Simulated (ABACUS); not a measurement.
Band structure of YGe (Cmcm, 8 atoms in the cell; from Materials Project mp-9971).

```xyz
8
Lattice="4.2826 0.0000 0.0000 0.0000 10.7244 0.0000 0.0000 0.0000 3.9546" Properties=species:S:1:pos:R:3 pbc="T T T"
Y      2.1413     3.8757     2.9660
Y      0.0000     1.4865     0.9887
Y      0.0000     9.2379     2.9660
Y      2.1413     6.8487     0.9887
Ge     2.1413     0.9049     2.9660
Ge     0.0000     4.4573     0.9887
Ge     0.0000     6.2671     2.9660
Ge     2.1413     9.8195     0.9887
```

Computed with LDA (PW92), numerical atomic orbitals SZP (confined pseudo-atomic orbitals with Gaussian additions; energy shift 0.003 Ry), PseudoDojo 0.4 standard norm-conserving LDA (tails mended) pseudopotentials in ABACUS.

Settings: basis = SZP numerical atomic orbitals, energy shift 0.003 Ry; KPT = Gamma 6 3 7 0 0 0; basis_type = lcao; dft_functional = PWLDA; ecutwfc = 100 Ry; smearing_method = fd; smearing_sigma = 0.00734986 Ry; potentials = PseudoDojo 0.4 standard norm-conserving LDA (tails mended); symmetry = 1; ks_solver = scalapack_gvx; scf_nmax = 100; scf_thr = 1.0e-07; mixing_type = pulay; mixing_beta = 0.4.

The atom-centred basis is finite, which shifts total energies, pressures and forces against plane waves. A single-zeta basis is rough, for pressures and forces above all. The structure comes from a collection of computed structures, made at another level of theory; the collection holds predicted forms beside known ones. No clean gap shows at this smearing width and mesh (spacing up to 0.24 Å⁻¹); the mesh is coarse for partly filled bands, so the values carry mesh errors.

Points are given in units of this cell's reciprocal vectors. Levels in eV from the Fermi level, bands 47 to 52:
```json
[
 {"point": "Γ (0 0 0)", "47": "-0.93", "48": "-0.81", "49": "-0.72", "50": "0.39", "51": "0.56", "52": "1.34"},
 {"point": "X (0 0 0.5)", "47": "-1.57", "48": "-1.57", "49": "-1.06", "50": "-1.06", "51": "-0.12", "52": "-0.12"},
 {"point": "S (0.5 0 0.5)", "47": "-2.13", "48": "-2.13", "49": "-0.34", "50": "-0.34", "51": "-0.34", "52": "-0.34"},
 {"point": "Y (0.5 0 0)", "47": "-1.92", "48": "-1.92", "49": "0.23", "50": "0.23", "51": "1.33", "52": "1.33"},
 {"point": "Z (0 0.5 0)", "47": "-0.98", "48": "-0.98", "49": "0.18", "50": "0.18", "51": "0.83", "52": "0.83"},
 {"point": "U (0 0.5 0.5)", "47": "-1.80", "48": "-1.80", "49": "-0.63", "50": "-0.63", "51": "-0.63", "52": "-0.63"},
 {"point": "R (0.5 0.5 0.5)", "47": "-2.14", "48": "-2.14", "49": "-0.52", "50": "-0.52", "51": "-0.52", "52": "-0.52"},
 {"point": "T (0.5 0.5 0)", "47": "-1.93", "48": "-1.93", "49": "0.11", "50": "0.11", "51": "1.16", "52": "1.16"}
]
```

4 bands cross the Fermi level along this path, so the cell has no gap at this level.

The Fermi level comes from the SCF mesh, which can miss band crossings, so its place against them is uncertain.

Higher empty bands are left out: an atom-centred basis made for the valence describes them poorly.

The labels belong to the zone of the cell as typed, which is larger than the primitive one, so the bands are folded: a gap that looks direct here can be indirect in the primitive zone.

The atomic orbitals were generated for these runs; they are not ABACUS's published sets and were checked against plane waves on a few crystals only.

“Tails mended”: in these copies of the files the far tail of each local potential was reset to the Coulomb form.
